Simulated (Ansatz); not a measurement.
NaI (rock salt)

```yaml
crystal:
  lattice:
    - [0.00000, 3.20132, 3.20132]
    - [3.20132, 0.00000, 3.20132]
    - [3.20132, 3.20132, 0.00000]
  atoms:
    - { symbol: I, position: [0.00000, 0.00000, 0.00000] }
    - { symbol: Na, position: [0.50000, 0.50000, 0.50000] }
```

The slice is a {110} plane (indices of the conventional cell) through the point (0.500, 0.500, 0.500) (fractional), spanned by u = [100] and v = [1 -1 -1] in vectors of this cell: u (4.53 Å) and v (6.40 Å, at 90° to u). It covers one period; positions are fractions (u, v).

Computed with PBEsol (plane waves to 420 eV, PAW, scalar-relativistic; Ansatz, a first-principles code). k mesh 9×9×9. Near the nuclei the fields are pseudised (PAW); where an atom keeps semicore shells as valence, they peak there. NaI was relaxed with its symmetry unable to fall. Spin-orbit coupling is left out, though I is heavy.

What is the ELF at the density minimum of the shortest I–Na line in this plane (3.20 Å)?

0.0.

The ELF has a maximum in the middle third of the I–Na line. Where, and how high?

0.80, 1.4 Å from I.

What is the valence density on the shortest I–Na line in this plane (3.20 Å), at its minimum between the atoms?

0.06 e/Å³.

Predict the map of the valence electron density on the slice.


| v \ u | 0.00 | 0.10 | 0.20 | 0.30 | 0.40 | 0.50 | 0.60 | 0.70 | 0.80 | 0.90 |
|---|---|---|---|---|---|---|---|---|---|---|
| 0.96 | 1.2 | 0.7 | -0.8 | -1.5 | -1.5 | -1.5 | -1.5 | -1.5 | -0.8 | 0.7 |
| 0.86 | -0.8 | -1.1 | -1.5 | -1.7 | -1.7 | -1.7 | -1.7 | -1.7 | -1.6 | -1.1 |
| 0.75 | -0.9 | -1.0 | -1.2 | -1.5 | -1.8 | -1.9 | -1.8 | -1.5 | -1.2 | -1.0 |
| 0.64 | -0.1 | -0.2 | -0.5 | -1.0 | -1.5 | -1.7 | -1.5 | -1.0 | -0.5 | -0.2 |
| 0.54 | 1.2 | 0.8 | -0.1 | -0.6 | -1.2 | -1.5 | -1.2 | -0.6 | -0.1 | 0.8 |
| 0.43 | 0.9 | 0.5 | -0.2 | -0.7 | -1.2 | -1.5 | -1.2 | -0.7 | -0.2 | 0.5 |
| 0.32 | -0.3 | -0.4 | -0.7 | -1.2 | -1.6 | -1.8 | -1.6 | -1.2 | -0.7 | -0.4 |
| 0.21 | -1.1 | -1.2 | -1.4 | -1.7 | -1.8 | -1.8 | -1.8 | -1.7 | -1.4 | -1.2 |
| 0.11 | 0.0 | -0.5 | -1.4 | -1.7 | -1.7 | -1.6 | -1.6 | -1.7 | -1.4 | -0.6 |
| 0.00 | 1.3 | 0.8 | -0.8 | -1.5 | -1.5 | -1.5 | -1.5 | -1.5 | -0.8 | 0.8 |

Values: log₁₀ of the valence density in e/Å³. The scale is logarithmic, as a density can span decades between atoms and voids.
